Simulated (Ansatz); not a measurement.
In2SeS:
```cif
data_In2SSe
_chemical_formula_sum 'In2 Se1 S1'
_space_group_name_H-M_alt 'P 1'
_space_group_IT_number 1
_cell_length_a 4.00903
_cell_length_b 4.00903
_cell_length_c 9.21747
_cell_angle_alpha 90.000
_cell_angle_beta 90.000
_cell_angle_gamma 120.000
loop_
_space_group_symop_operation_xyz
  'x, y, z'
loop_
_atom_site_label
_atom_site_type_symbol
_atom_site_fract_x
_atom_site_fract_y
_atom_site_fract_z
_atom_site_occupancy
In1 In 0.00000 0.00000 0.44943 1
In2 In 0.33333 0.66667 0.02460 1
Se1 Se 0.33333 0.66667 0.58551 1
S1 S 0.00000 0.00000 0.18845 1
```

Relaxed with PBEsol.

Q: Decompose the optical modes at the zone centre into irreducible representations, and say which are infrared and Raman allowed.

A: Point group 3m: Γ_opt = 3A1 + 3E. Infrared: A1, E. Raman: A1, E.

Q: Assign frequencies (DFPT, PBEsol (plane waves, PAW; program Ansatz); without the LO–TO term).

A: E 24, A1 111, E 146, E 171, A1 194, A1 339 cm⁻¹.

Space group P3m1. The start of the workflow was typed in or built on a structure type; neither database checked (COD, Materials Project) lists it. Whether it is the stable phase at ambient conditions was not checked. Symmetry was held in the PBEsol relaxation. At this level the phase is mechanically unstable.

Potentials: the earlier of the program's two PAW sets. The files were generated under PBE; for other functionals the program regenerates the frozen cores, and for LDA and PBEsol the local potential too.
